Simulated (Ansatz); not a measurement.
**Profile along the Fe–Co line in FeCo (CsCl type)**

FeCo (CsCl type)

```xyz
2
Lattice="2.8451 0.0000 0.0000 0.0000 2.8451 0.0000 0.0000 0.0000 2.8451" Properties=species:S:1:pos:R:3 pbc="T T T"
Fe     0.0000     0.0000     0.0000
Co     1.4225     1.4225     1.4225
```

Fields along a shortest Fe–Co line of a {110} plane (2.46 Å), from Fe to Co, interpolated on the slice's grid (step about 0.2 Å). Level of theory: PBE (plane waves to 420 eV, PAW, scalar-relativistic; Ansatz, a first-principles code). k mesh 16×16×16. Near the nuclei the fields are pseudised (PAW); where an atom keeps semicore shells as valence, they peak there. FeCo was relaxed with its symmetry unable to fall. Relaxed FeCo ends ferromagnetic. The magnetic order is the one the run started from; other orders were not tried.

| distance from Fe (Å) | valence electron density (e/Å³) | spin density, up minus down (e/Å³) | electron localisation function | ELF of the up spins | ELF of the down spins |
|---|---|---|---|---|---|
| 0.00 | 33.94 | 7.08 | x | x | x |
| 0.25 | 23.65 | 4.73 | x | x | x |
| 0.49 | 7.91 | 1.42 | x | x | x |
| 0.74 | 1.60 | 0.30 | 0.30 | 0.31 | 0.28 |
| 0.98 | 0.46 | 0.06 | 0.17 | 0.18 | 0.16 |
| 1.23 | 0.34 | 0.00 | 0.26 | 0.20 | 0.34 |
| 1.48 | 0.49 | 0.01 | 0.20 | 0.17 | 0.23 |
| 1.72 | 1.60 | 0.10 | 0.27 | 0.26 | 0.29 |
| 1.97 | 7.64 | 0.67 | x | x | x |
| 2.21 | 31.81 | 4.15 | x | x | x |
| 2.46 | 57.10 | 8.25 | x | x | x |

x: too close to a nucleus for the ELF to mean much.

Density on the Fe–Co line (2.46 Å) at its midpoint: 0.34 e/Å³. ELF at that point: 0.3.
